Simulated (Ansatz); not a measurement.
A geometry of TiO2 away from equilibrium: step 2 of the relaxation of a relaxed TiO2 cell, doubled along one cell vector, shaken by Gaussian noise of σ = 0.08 Å a coordinate. Calculation: r2SCAN (plane waves to 500 eV, PAW, scalar-relativistic; Ansatz, a program for electronic structure). Γ-centred k-mesh 3×5×8 on the run's cell (coarser than for final values), Fermi–Dirac smearing 0.05 eV.

```xyz
12
Lattice="9.2042 0.0030 -0.0226 0.0015 4.6230 0.0129 -0.0073 0.0083 2.9767" Properties=species:S:1:pos:R:3:forces:R:3 pbc="T T T" free_energy=-14584.712 pressure_GPa=2.1
Ti     0.0710     0.0093     0.0038   -0.9705   -1.0146    0.0243
Ti     4.6239    -0.0369    -0.1195    0.0104    0.7555   -0.2776
Ti     2.3221     2.3062     1.6610   -0.8450   -1.0097   -1.6599
Ti     6.9549     2.2361     1.5418    0.6319    0.6958   -0.4244
O      1.3307     1.3230    -0.0830    1.2158    1.4231    0.2109
O      5.9995     1.4010    -0.1252   -0.2277   -0.1753    0.5014
O      3.7036     0.9490     1.4824   -0.4644   -0.0915   -0.6636
O      8.2969     0.8747     1.4149   -0.3042    0.3066   -0.1065
O      0.9282     3.7376     1.4572    0.0796   -0.5081   -0.1115
O      5.4186     3.7606     1.3580    0.7223   -0.7612    0.7940
O      3.1772     3.1798    -0.0998    0.6603    0.8997    1.6371
O      7.8216     3.2201    -0.1227   -0.5085   -0.5204    0.0758
```

Positions in Å, forces in eV/Å, free energy of the cell in eV (comparable only within this code, potentials and settings). Largest force: 2.12 eV/Å, on Ti3 (atoms numbered as listed); the geometry lies 0.04 eV/atom above the end of its relaxation.

No spin polarisation in the result.
